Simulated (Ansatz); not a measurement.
MoIr:
```
CELL_PARAMETERS angstrom
      0.00000     2.55919     2.55919
      2.55919     0.00000     2.55919
      2.55919     2.55919     0.00000
ATOMIC_POSITIONS crystal
  Ir 0.00000 0.00000 0.00000
  Mo 0.50000 0.50000 0.50000
```

Relaxed with the program Ansatz at the PBEsol level (PAW). Indices refer to the conventional cell of Fm-3m, a = b = c = 5.1184 Å, α = β = γ = 90.00°.

Problem. Simulate the powder diffraction pattern (Co Kα, λ = 1.79026 Å; lines above 1 %) up to 2θ = 90°.

Solution. Simulated powder pattern, Co Kα, λ = 1.79026 Å (kinematic, ideal powder, no thermal factors, no anomalous dispersion; the 30 strongest lines at most, above 1 %, up to 2θ = 90°):

```csv
2θ (°),d (Å),I/Imax (%),hkl
35.26,2.955,20,(111)
40.95,2.559,100,(200)
59.29,1.810,70,(220)
70.91,1.543,10.0,(311)
74.58,1.478,25,(222)
88.78,1.280,13,(400)
```

The start of the workflow was typed in or built on a structure type; neither database checked (COD, Materials Project) lists it. COD files the formula under space group No. 51. Its standing as an ambient phase is unchecked. Symmetry was held in the PBEsol relaxation. At this level the phase is mechanically unstable. The run is not spin-polarised. Its formation energy is positive at this level, so the cell may be metastable or incomplete. Spin–orbit coupling is left out wherever it is not named.

Potentials: the later of the program's two PAW sets.
